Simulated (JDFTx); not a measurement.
System: octafluoropropane, C3F8 (SMILES FC(F)(F)C(F)(F)C(F)(F)F), charge 0, multiplicity 1; geometry: optimised with GFN2-xTB in vacuum (no frequencies checked; largest PBE force component 1.1 eV/Å). Z-matrix (Å, degrees):
```
C
F 1 1.3433
F 1 1.3435 2 107.65
C 1 1.5586 2 109.01 3 -118.03
F 4 1.3251 1 110.37 2 57.69
F 4 1.3280 5 108.25 1 -121.43
F 4 1.3281 5 108.24 6 -117.08
C 1 1.5586 2 108.98 3 118.05
F 8 1.3251 1 110.37 2 -59.14
F 8 1.3280 9 108.24 1 -121.46
F 8 1.3281 9 108.25 10 -117.08
```

Level of theory: PBE, GBRV ultrasoft potentials, plane waves to 20/100 Ha; code: a modified build of JDFTx. Liquid: CANDLE, water, 1 M KCl. The liquid run sits in a periodic box with 3.75 Å from the outermost atoms to the faces; the vacuum run is isolated. The box matters at about 0.01 eV. ΔG_solv is the difference of the two single-point energies, liquid minus vacuum; no corrections are added.

```json
{
  "solvation_energy": "4.1 kcal/mol",
  "part: cavitation term of the fluid": "14.7 kcal/mol",
  "part: dispersion term of the fluid": "-10.2 kcal/mol",
  "part: electrostatic term of the fluid": "-0.4 kcal/mol",
  "part: distortion of the solute's electrons": "0.0 kcal/mol",
  "highest occupied level in vacuum (zero: vacuum level)": "-9.13 eV",
  "highest occupied level in the liquid (zero: bulk electrolyte)": "-8.99 eV",
  "volume of the model's cavity": "301.9 Å³",
  "rough_cost_vacuum_and_liquid_run": "4 min and 3 min of core time"
}
```
